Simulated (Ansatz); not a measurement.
CoPdO2:
Space group R-3m, hexagonal axes (No. 166); a = 2.8140 Å, b = 2.8140 Å, c = 17.6416 Å, α = 90.00°, β = 90.00°, γ = 120.00°

| atom | site | symmetry | x | y | z |
|---|---|---|---|---|---|
| Co | 3b | -3m | 0.0000 | 0.0000 | 0.5000 |
| Pd | 3a | -3m | 0.0000 | 0.0000 | 0.0000 |
| O | 6c | 3m | 0.0000 | 0.0000 | 0.1126 |
(The calculation used a cell of 4 atoms; values per cell refer to that cell.)

Relaxed at zero pressure with PBEsol (plane waves, PAW; program Ansatz).

**Question.** The volume is raised by 6 % and shape and atoms relax at that volume. What pressure results, and how do the axes share the change?

**Answer.** -11.4 GPa; a 2.5 %, b 2.5 %, c 1.0 %; the energy rises by 23 meV/atom.

**Question.** Give the new structure.

**Answer.** 
Space group R-3m, hexagonal axes (No. 166); a = b = 2.883 Å, c = 17.816 Å, α = β = 90.00°, γ = 120.00°

| atom | site | symmetry | x | y | z |
|---|---|---|---|---|---|
| Co | 3b | -3m | 0.0000 | 0.0000 | 0.5000 |
| Pd | 3a | -3m | 0.0000 | 0.0000 | 0.0000 |
| O | 6c | 3m | 0.0000 | 0.0000 | 0.1134 |

The phase is kept; no other phase was compared at this pressure.

The cell was relaxed with PBEsol under the symmetry of its start; of distortions, only those at the zone centre were tested. The workflow began spin-polarised and lost its moments. No Hubbard U is applied.

Potentials: the earlier of the program's two PAW sets.
